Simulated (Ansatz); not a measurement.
Simulated powder pattern, Cu Kα, λ = 1.54184 Å (kinematic, ideal powder, no thermal factors, no anomalous dispersion; the 30 strongest lines at most, above 1 %, up to 2θ = 90°):

```tsv
2θ (°)	I/Imax (%)
26.71	100
33.93	81
38.13	23
39.07	3.9
42.84	1.3
51.95	66
55.03	16
57.83	7.9
62.19	15
64.81	15
66.24	19
71.40	7.8
79.07	12
81.58	4.1
83.94	8.8
87.72	4.2
```

The pattern belongs to a structure relaxed with LDA (plane waves, PAW; program Ansatz).

Q: Which compound is it?
(A) HfO2, fluorite
(B) SnO2, rutile
(C) BaTiO3, cubic perovskite
(D) SiO2, rutile

A: B, SnO2, rutile

Q: Give the lattice parameters.

A: a = 4.720 Å, c = 3.189 Å.

Space group P4_2/mnm (rutile). The LDA relaxation kept the symmetry of its start. Scalar-relativistic: spin–orbit coupling is off unless named, which matters more the heavier the elements.

Potentials: the earlier of the program's two PAW sets. The files were generated under PBE; for other functionals the program regenerates the frozen cores, and for LDA and PBEsol the local potential too.
